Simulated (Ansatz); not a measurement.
InGa3P4 (P-43m)

Level of theory: DFT PBE, scalar-relativistic, plane waves, PAW in Ansatz.

Plane waves to 420 eV, a k mesh through Γ of 6×6×6 on the computed 8-atom cell and Gaussian smearing (0.02 eV); no spin polarisation.

The structure is relaxed at this level of theory with its symmetry kept, and needn't be the ground state of this composition.

Space group P-43m (No. 215), cubic, a = 5.621 Å. Around In lie 4 P at 2.53 Å; around Ga lie 4 P at 2.40 Å; around P lie 3 Ga at 2.40 Å and 1 In at 2.53 Å.

| Property | Result |
| --- | --- |
| Volume per atom | 22.20 Å³ |
| Formation energy from the elements' standard states (uncorrected) | -0.364 eV/atom |
| Kohn–Sham band gap | 1.05 eV, direct at Γ |
| Orbital (Löwdin) character of the top 1 eV of the valence band | P 3p 78 %, Ga 4p 10 %, In 5p 9 % |
| Orbital (Löwdin) character of the lowest 1 eV of the conduction band | Ga 4p 24 %, Ga 4s 24 %, P 3s 19 %, P 3p 19 %, unprojected 8 % |
| Electron masses at the edge by direction of the standard setting (m_e; one valley, along these axes only; no spin-orbit coupling) | x: 0.092; y: 0.092; z: 0.092 |
| Hole masses at the edge by direction of the standard setting (m_e; one valley, along these axes only; no spin-orbit coupling) | x: 0.46, 0.46, 0.082; y: 0.46, 0.46, 0.082; z: 0.46, 0.46, 0.082 |
| Bulk modulus | 71 GPa |
| Its pressure derivative | 4.6 |
| Bader charge by site (e) | In (1 in the cell) 0.86, Ga (3 in the cell) 0.84, P (4 in the cell) -0.85 |

The cell was found from a structure generator's guess, not taken from experiment. Kohn–Sham gaps at this level usually fall short of measured ones. Löwdin shares on free-atom orbitals overweight diffuse shells in the empty bands.
